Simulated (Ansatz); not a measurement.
# Energy against volume for PtS2 (CdI2 type)

PtS2 (CdI2 type)

```cif
data_PtS2
_chemical_formula_sum 'Pt1 S2'
_space_group_name_H-M_alt 'P 1'
_space_group_IT_number 1
_cell_length_a 3.58361
_cell_length_b 3.58361
_cell_length_c 4.65640
_cell_angle_alpha 90.000
_cell_angle_beta 90.000
_cell_angle_gamma 120.000
loop_
_space_group_symop_operation_xyz
  'x, y, z'
loop_
_atom_site_label
_atom_site_type_symbol
_atom_site_fract_x
_atom_site_fract_y
_atom_site_fract_z
_atom_site_occupancy
Pt1 Pt 0.00000 0.00000 0.00000 1
S1 S 0.66667 0.33333 0.25900 1
S2 S 0.33333 0.66667 0.74100 1
```

E(V) scan at fixed shape, V₀ the volume above. The atoms relax within the cell's symmetry.

These are PBE-D3(BJ) (plane waves to 420 eV, PAW, scalar-relativistic; Ansatz, a program for electronic structure) values and carry that method's errors. k mesh 15×15×10 (Γ-centred), Fermi-Dirac smearing 0.05 eV. The energy includes the smearing's −TS. Compression counts positive. With the shape held, the modulus is that of even scaling; a crystal free to change shape is softer. At this level the bands of PtS2 touch or barely overlap; measurements give the solid a gap. PtS2 is run without spin polarisation. PtS2 was relaxed with its symmetry unable to fall. Spin-orbit coupling is left out, though Pt is heavy. ΔE is measured from the relaxed starting cell.

```tsv
V/V₀	ΔE (meV/atom)	P (GPa)
0.840	157	20.8
0.880	82	14.2
0.920	34	8.4
0.960	8	3.8
1.000	0	0.0
1.040	7	-3.0
1.080	25	-5.4
1.120	53	-7.4
1.160	88	-9.0
```

Key numbers:

| Item | Value |
|---|---|
| Pressure at the smallest volume | 20.8 GPa |
| Energy cost of the largest compression | 157 meV/atom |
| Energy cost of the largest expansion | 88 meV/atom |
| Bulk modulus at fixed cell shape B₀ (third-order Birch-Murnaghan fit) | 83.6 GPa |
| Pressure derivative B₀′ (fit) | 4.3 |
| Equilibrium volume of the fit | 17.27 Å³/atom |
| Pressure for 5 % compression (fit) | 4.8 GPa |

(Under strain, the slope of the energy per volume gives the stress and its curvature an elastic modulus.)
